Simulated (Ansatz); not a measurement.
Phonons of LaH3 in the BiF3-type structure

Method: PBEsol, scalar-relativistic; no spin polarisation; PAW, 420 eV, Gaussian smearing of 0.15 eV; code Ansatz. The datasets are Ansatz's generated set soft_2.

```xyz
4
Lattice="0.0000 2.7507 2.7507 2.7507 0.0000 2.7507 2.7507 2.7507 0.0000" Properties=species:S:1:pos:R:3 pbc="T T T"
La    0.0000    0.0000    0.0000
H     2.7507    2.7507    2.7507
H     1.3753    1.3753    1.3753
H     4.1260    4.1260    4.1260
```

The cell came from substitution into a structure type; whether the compound takes it is for experiment to say.

Force constants come from finite displacements in a 2×2×2 supercell (the unit cell's 10×10×10 k-mesh, folded to it); the long-range dipole term is not included. Points in reciprocal vectors of this cell: Γ = (0.000, 0.000, 0.000), X = (0.500, 0.000, 0.500), U = (0.625, 0.250, 0.625), K = (0.375, 0.375, 0.750), L = (0.500, 0.500, 0.500), W = (0.500, 0.250, 0.750).

Frequencies at the named points (cm⁻¹, imaginary ones negative):
| point | ω (cm⁻¹) |
| --- | --- |
| Γ | 0 0 0 344 344 344 922 922 922 960 960 960 |
| X | 56 56 141 482 482 703 926 926 928 1023 1023 1106 |
| U | -41 130 133 386 568 616 948 952 964 976 1022 1070 |
| K | -41 130 133 386 568 616 948 952 964 976 1022 1070 |
| L | -121 -121 82 82 190 730 897 897 929 1020 1020 1096 |
| W | 115 115 117 459 572 572 958 978 980 980 990 1052 |

Question: Is the structure dynamically stable along this path, and where does the spectrum end?

Answer: No: a branch is imaginary, down to 126i cm⁻¹ between K and Γ. The highest frequency is 1106 cm⁻¹, at X. Points that don't fit the supercell are interpolated.

The crystal is a metal or nearly so; low and unstable modes depend on mesh and smearing.

Cost: 38 s on 4 threads of Arm Neoverse V2, with other jobs on the host, peak memory 1.4 GiB.

Spin–orbit coupling, which matters for such heavy elements, is left out.
